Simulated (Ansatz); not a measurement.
Hf (hcp (Mg type), P6_3/mmc) at seven volumes, the program Ansatz at the r²SCAN+D4 level (PAW), shape and atoms relaxed at each. One row is withheld.

| V (Å³/atom) | P (GPa) |
|---|---|
| 20.256 | 12.28 |
| 20.924 | 7.65 |
| 21.592 | 3.57 |
| 22.259 | 0.00 |
| 22.927 | ? |
| 23.595 | -5.86 |
| 24.263 | -8.27 |

Question: Fit the shown pressures and predict the withheld one.

Answer: P = (3/2)B₀(x^(7/2) − x^(5/2))[1 + (3/4)(B′ − 4)(x − 1)] with x = (V₀/V)^(2/3). Least squares on the six rows gives V₀ = 22.261 Å³/atom, B₀ = 111 GPa, B′ = 3.37. At V = 22.927, x = 0.9805 and P = -3.11 GPa. The run itself gave -3.12 GPa.

The cell was relaxed with r²SCAN+D4 under the symmetry of its start. The run is not spin-polarised. The pairwise dispersion correction was not fitted to metals. Scalar-relativistic: spin–orbit coupling is off unless named, which matters more the heavier the elements.

Potentials: the later of the program's two PAW sets.
